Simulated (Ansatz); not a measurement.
ZrIr, first-principles data

ZrIr:
```xyz
2
Lattice="0.0000 2.6815 2.6815 2.6815 0.0000 2.6815 2.6815 2.6815 0.0000" Properties=species:S:1:pos:R:3 pbc="T T T"
Ir     0.0000     0.0000     0.0000
Zr     2.6815     2.6815     2.6815
```

Space group Fm-3m (No. 225), rock salt; conventional cell a = b = c = 5.3629 Å, α = β = γ = 90.00°.

Method: plane-wave PAW PBEsol (Ansatz code). Structure relaxed to zero pressure with the same functional. Other levels are named where they apply.

### Cell and energy

```json
{
 "volume_per_atom": "19.28 Å³",
 "density": "12.21 g/cm³",
 "Formation energy from the elements (no fitted shifts)": "-0.43 eV/atom"
}
```

### Electronic structure

```json
{
  "electronic_character": "metallic (no gap)",
  "Density of states at the Fermi level": "0.47 states/eV per atom (mean over ±0.08 eV)",
  "Gap with spin–orbit coupling": "none (metallic)"
}
```

### Mechanics

```json
{
  "Bulk modulus (Birch–Murnaghan fit)": "170 GPa",
  "Pressure derivative B′": "4.3",
  "Elastic constants (relaxed ions, GPa)": "C11 = 317, C12 = 96.1, C44 = 7.6",
  "mechanical_stability": "stable (all eigenvalues of C positive)"
}
```

### Phonons

```json
{
 "highest_zone_centre_frequency": "158 cm^-1",
 "zone_centre_stability": "no imaginary mode at Γ"
}
```

The start of the workflow was typed in or built on a structure type; neither database checked (COD, Materials Project) lists it. COD files the formula under space group No. 221. Whether it is the stable phase at ambient conditions was not checked. Symmetry was held in the PBEsol relaxation. The run is not spin-polarised. As this level gives no gap, shear constants depend on the k-mesh and smearing (Fermi–Dirac, 0.1 eV here). As this level gives no gap, phonon frequencies hold no LO–TO term and depend on the k-mesh and smearing (Fermi–Dirac, 0.1 eV here). The references are the lowest solids computed at this level, not always the standard phases. Spin–orbit coupling is left out wherever it is not named.

Potentials: the later of the program's two PAW sets.
